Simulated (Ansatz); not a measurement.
Na₂Te:
```xyz
3
Lattice="0.0000 3.6393 3.6393 3.6393 0.0000 3.6393 3.6393 3.6393 0.0000" Properties=species:S:1:pos:R:3 pbc="T T T"
Na     1.8197     1.8197     1.8197
Na     5.4590     5.4590     5.4590
Te     0.0000     0.0000     0.0000
```

Relaxed with r²SCAN.

Map the electron localisation function on the plane through (0.250, 0.250, 0.250) spanned by u = [1, 0, 0] and v = [-1, 1, 1] in lattice vectors, from plane-wave PAW r²SCAN (Ansatz code).

x is the fraction of u, y of v (the angle between them is 90°; rows are the nearest grid lines); atoms in the plane: Na at (0.00, 0.00), Na at (0.00, 0.50), Te at (0.50, 0.75).
```
|:-+*=...-+**###**+-...=*+-:|
|+**+:..=###########=..:+**+|
|**+:..:*#########%#*:..:+**|
|.....=###**++=++**###=.....|
|....=*###*+=---=+*###*=....|
|..:+*###*+-.....-+*###*+:..|
|..-+####*=:. @ .:=*####+-..|
|...-*#%#*+=:...:=+*#%#*-...|
|.....=###**++=++**###=.....|
|=-:..:+####*****####+:..:-=|
|+**+:..=###########=..:+**+|
|-=**-..:+#########+:..-**=-|
|-=**=...:=+++*+++=:...=**=-|
|+**+-....:--===--:....-+**+|
|=-:.....................:-=|
|...........................|
|...........................|
|...........................|
|...........................|
|...........................|
|...........................|
|**+-.......:::::.......-+**|
|+**+-....:--===--:....-+**+|
|:-+*=...-+**###**+-...=*+-:|
```
Scale: ten equal steps from -0.116 (start of ' ') to 1.00 (end of '@'), in the order ' .:-=+*#%@'; x runs from 0.000 to 1.00, y from 0.000 (bottom) to 1.00 (top).

The density is the valence pseudo-density with augmentation charge, so density and ELF within about 1 Å of a nucleus are not all-electron values.

Space group Fm-3m (anti-fluorite). The first step of the workflow began from a Materials Project structure, measured or hypothetical; the Crystallography Open Database files this formula in space group No. 225, but the cells were not matched. Whether it is the stable phase at ambient conditions was not checked. The cell was relaxed with r²SCAN under the symmetry of its start; whether a distortion lowers the energy is not shown. Scalar-relativistic: spin–orbit coupling is off unless named, which matters more the heavier the elements.

Potentials: the later of the program's two PAW sets.
